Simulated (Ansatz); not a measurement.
This guess for MgAlC₄N₄ is about to be relaxed.

```xyz
10
Lattice="5.9121 0.0000 0.0000 0.0000 5.9121 0.0000 0.0000 0.0000 5.9121" Properties=species:S:1:pos:R:3 pbc="T T T"
Mg    2.9560    2.9560    2.9560
Al    0.0000    0.0000    0.0000
C     1.0825    1.0825    1.0825
C     1.0825    4.8295    4.8295
C     4.8295    1.0825    4.8295
C     4.8295    4.8295    1.0825
N     1.7580    1.7580    1.7580
N     1.7580    4.1540    4.1540
N     4.1540    1.7580    4.1540
N     4.1540    4.1540    1.7580
```

Method: DFT PBE, scalar-relativistic, plane waves, PAW in Ansatz. Cutoff 420 eV, Gaussian smearing, Γ-centred meshes. Cell and atoms relax first on a coarse mesh and then on a finer one. In between, the cell is made exact in the group found at 0.06 Å. In metals the finer mesh still leaves noise of several meV/atom or more. The steps can't lower the symmetry of their start. No spin polarisation.

A guess keeps its type if space group and coordination stay and the shape of the cell changes little (axis ratios within about 15 %, angles within 6°); the volume may change.

Task: Will the relaxed cell still be of the starting type?

Result: It keeps its type. The symmetry stays P-43m (No. 215). The volume per atom grows by 3.7 %, from 20.7 to 21.4 Å³. The shortest distance stays 1.17 Å (C–N). Counting neighbours within 15 % of an atom's shortest distance, the start has Al 4, C 1, Mg 4, N 1 and the end Al 4, C 1, Mg 4, N 1.

Formation energies are uncorrected and refer to the elements' standard structures at the same level (N₂ as a molecule).

Task: At what energy does it end?

Result: +0.10 eV/atom. A positive value: parting into the elements would lower its energy.

The last run used a 6×6×6 mesh for its 10-atom cell and Gaussian smearing of 0.10 eV. An odd number of electrons in the primitive cell allows no gap without spin; a larger cell or a magnetic state could open one. The cell is a metal run without spin, though a test with spin on the coarse mesh kept 0.8 μB a cell, so a magnetic state probably lies lower. The reference form of C is held partly by dispersion forces, which this level lacks. Symmetry constrained the relaxation, so the result can be a saddle point.
